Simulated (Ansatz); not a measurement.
Computed properties of GeSe

GeSe:
```xyz
4
Lattice="3.9316 0.0000 0.0000 0.0000 5.7707 0.0000 0.0000 0.0000 4.2586" Properties=species:S:1:pos:R:3 pbc="T T T"
Ge     0.0000     1.3432     2.4683
Ge     1.9658     4.4274     0.3390
Se     0.0000     4.3922     2.8550
Se     1.9658     1.3784     0.7257
```

Space group Pmn2_1 (No. 31); conventional cell a = 3.932 Å, b = 5.771 Å, c = 4.259 Å, α = β = γ = 90.00°.

Method: PBE+D3(BJ) (plane waves, PAW; program Ansatz). Structure relaxed to zero pressure with the same functional. Other levels are named where they apply.

### Cell and energy

```json
{
  "volume_per_atom": "24.15 Å³",
  "density": "5.21 g/cm³",
  "Formation energy from the elements (no fitted shifts)": "-0.27 eV/atom"
}
```

### Electronic structure

```json
{
 "band_gap": "0.53 eV (indirect)",
 "valence_band_maximum": "on the Γ–Z line, 79 % of the way from Γ (k = 0.000, 0.000, 0.396 in fractions of the reciprocal vectors)",
 "conduction_band_minimum": "on the S–Y line, 5 % of the way from S (k = 0.477, 0.500, 0.000 in fractions of the reciprocal vectors) (2 equivalent valleys)",
 "smallest_direct_gap_on_the_standard_path": "0.66 eV",
 "electron_effective_mass": "0.26, 0.35, 0.45 mₑ (principal values)",
 "hole_effective_mass": "0.13, 0.31, 2.9 mₑ (principal values)"
}
```

The start of the workflow was typed in or built on a structure type; neither database checked (COD, Materials Project) lists it. It is not the phase usual at ambient conditions (space group No. 62). The cell was relaxed with PBE+D3(BJ) under the symmetry of its start; its stability against distortions is not shown here. The volume moved by -20 % from the start of the relaxation. The references are the lowest solids computed at this level, not always the standard phases. Spin–orbit coupling is left out wherever it is not named.

Potentials: the earlier of the program's two PAW sets.
